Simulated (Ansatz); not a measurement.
Starting cell, PtSb2 (space group Pa-3):

```
PtSb2
1.0
    6.55329     0.00000     0.00000
    0.00000     6.55329     0.00000
    0.00000     0.00000     6.55329
Sb Pt
8 4
Direct
  0.37490   0.12510   0.87490
  0.62510   0.87490   0.12510
  0.12510   0.87490   0.37490
  0.87490   0.12510   0.62510
  0.87490   0.37490   0.12510
  0.12510   0.62510   0.87490
  0.62510   0.62510   0.62510
  0.37490   0.37490   0.37490
  0.00000   0.50000   0.50000
  0.50000   0.50000   0.00000
  0.50000   0.00000   0.50000
  0.00000   0.00000   0.00000
```

A phonon eigenvector at Γ is frozen into this cell: atom i moves by Q times the vector below, so Q is the largest atomic displacement, in Å. The cell is held. It is one choice among 2 degenerate patterns.

```csv
atom,x,y,z
Sb1,0.318,-0.271,-0.589
Sb2,0.318,-0.271,-0.589
Sb3,-0.318,0.271,-0.589
Sb4,-0.318,0.271,-0.589
Sb5,0.318,0.271,0.589
Sb6,0.318,0.271,0.589
Sb7,-0.318,-0.271,0.589
Sb8,-0.318,-0.271,0.589
Pt9,-0.179,0.600,0.779
Pt10,0.179,-0.600,0.779
Pt11,-0.179,-0.600,-0.779
Pt12,0.179,0.600,-0.779
```

All values below come from PBE (plane waves to 420 eV, PAW, scalar-relativistic; Ansatz, an electronic-structure program). k mesh 6×6×6 (Γ-centred), Fermi-Dirac smearing 0.05 eV. The energy includes the smearing's −TS. With partly filled bands, energies and forces of such displacements shift with the k mesh and the smearing. At this level the bands of PtSb2 touch or barely overlap; measurements give the solid a gap. PtSb2 is run without spin polarisation. PtSb2 was relaxed with its symmetry unable to fall. Spin-orbit coupling is left out, though Pt and Sb are heavy. The zero of ΔE is the undisplaced structure. The last digit holds for this mesh only.

```
Q (Å)   ΔE (meV/cell)
------  -------------
-0.180          515.5
-0.150          362.2
-0.120          234.0
-0.090       withheld
-0.060           59.3
-0.030           14.9
0.000             0.0
0.030            14.9
0.060            59.3
0.090        withheld
0.120           234.0
0.150           362.2
0.180           515.5
```

Task: Fit an even polynomial form (powers 2, 4) to the given rows and predict ΔE at Q = 0.090.

Result: Least squares on the 11 given rows: ΔE = (16520)·Q² + (-18960)·Q⁴, in meV/cell with Q in Å; root-mean-square residual 0.09 meV/cell. At 0.090 the fit gives 132.6 meV/cell; the calculation gives 132.6 meV/cell, the same to the digits shown. The quadratic term alone would give 133.8 meV/cell.

(A displaced cell: forces are minus the slopes of the energy, force constants its curvatures, and phonons follow from these.)
